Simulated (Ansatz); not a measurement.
WS2: calculated against measured nuclear parameters

**The experiment to reproduce.**

“Density functional theory-based electric field gradient database”, 2020, arXiv:2005.09255 quotes: |V_zz| at S 4.82 × 10²¹ V/m².

Cell of run 1: an entry of the Crystallography Open Database (COD) (the entry's cell lengths or inner coordinates differ somewhat from later room-temperature determinations).

```cif
data_WS2
_symmetry_space_group_name_H-M 'P6_3/mmc'
_symmetry_Int_Tables_number 194
_cell_length_a 3.1800
_cell_length_b 3.1800
_cell_length_c 12.5000
_cell_angle_alpha 90.000
_cell_angle_beta 90.000
_cell_angle_gamma 120.000
loop_
_atom_site_label
_atom_site_type_symbol
_atom_site_symmetry_multiplicity
_atom_site_Wyckoff_symbol
_atom_site_fract_x
_atom_site_fract_y
_atom_site_fract_z
W W 2 c 0.3333 0.6667 0.2500
S S 4 f 0.3333 0.6667 0.6250
```

One atom of each set is listed.

All runs are DFT with Ansatz 0.2.0 (plane waves and PAW, scalar-relativistic unless spin–orbit coupling is named, Γ-centred meshes, Fermi–Dirac smearing) in this cell. Start moments of run 1 (μB): 2 on each W, none on the rest.

Run 1: PBE, parallel start moments, atoms as given; 420 eV, 11×11×3 k-points, smearing 0.02 eV.
Run 2: PBE, parallel start moments, atoms relaxed; 420 eV, 11×11×3 k-points, smearing 0.02 eV.
Run 3: r2SCAN, parallel start moments, at the relaxed atoms; 500 eV, 11×11×3 k-points, smearing 0.02 eV.
Run 4: LDA, parallel start moments, at the relaxed atoms; 420 eV, 11×11×3 k-points, smearing 0.02 eV.

Relaxed positions (PBE, cell held):

W (0.3333, 0.6667, 0.2500)
S (0.3333, 0.6667, 0.6245)

The measured V_zz are derived from measured couplings with the nuclear moments that the source uses.

Question: How well do the runs reproduce the measured values?

Answer: 

```
   quantity       unit  measured  run 1  run 2  run 3  run 4
|V_zz| at S  10²¹ V/m²      4.82   4.71   4.57   4.63   4.62
```

The runs' values of the |V_zz| at S lie within 3 % of one another and miss by -2 % to -5 %.

The runs hold the atoms at rest, while the measurements include thermal motion.

Without spin–orbit coupling the gradients at and beside W can be off by some per cent, at some sites by more. In run 3 the program didn't check the stability of the electronic state in full, so a lower one may lie near. In runs 1, 2, 3, 4 the start moments die out. In run 4 the atoms aren't at the calculated equilibrium (largest force 0.48 eV/Å). The cell isn't the equilibrium one in run 4 (calculated pressure -6 GPa), and the entry's cell may itself be off.
